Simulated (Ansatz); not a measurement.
VCl2O in space group Immm (No. 71; V on 2d, Cl on 4i, O on 2a), plane-wave PAW r²SCAN+D4 (Ansatz code), all energies at zero smearing, with the estimated change up to a 700 eV cutoff added, with one set of potentials and settings (totals compare only within such a set). Cell of 4 atoms (1 V, 2 Cl, 1 O): -5657.962 eV.

| element | reference phase | E (eV/atom) |
|---|---|---|
| V | Im-3m, 1 atoms in the cell | -2917.1775 |
| Cl | Cmce, 4 atoms in the cell | -1083.6978 |
| O | C2/m, 4 atoms in the cell, spin-polarised | -566.0549 |

Formation energy per atom, worked out: (-5657.962 − 1×(-2917.1775) − 2×(-1083.6978) − 1×(-566.0549))/4 = -1.833 eV/atom (-177 kJ per mol of atoms), at 0 K, without zero-point energy or fitted corrections.

The first step of the workflow began from a Materials Project structure, measured or hypothetical; the Crystallography Open Database copy checked does not list it. Its standing as an ambient phase is unchecked. The cell was relaxed with r²SCAN+D4 under the symmetry of its start; whether a distortion lowers the energy is not shown. The final state is ferromagnetic, chosen from 3 collinear starts compared on coarse meshes (ties went to the first, and starts can fall back to one state), not a proven ground state. Other orbital occupations within this spin state were not tried. No Hubbard U is applied. The references are the lowest solids computed at this level, not always the standard phases (solids in place of the gases).

Potentials: the later of the program's two PAW sets.
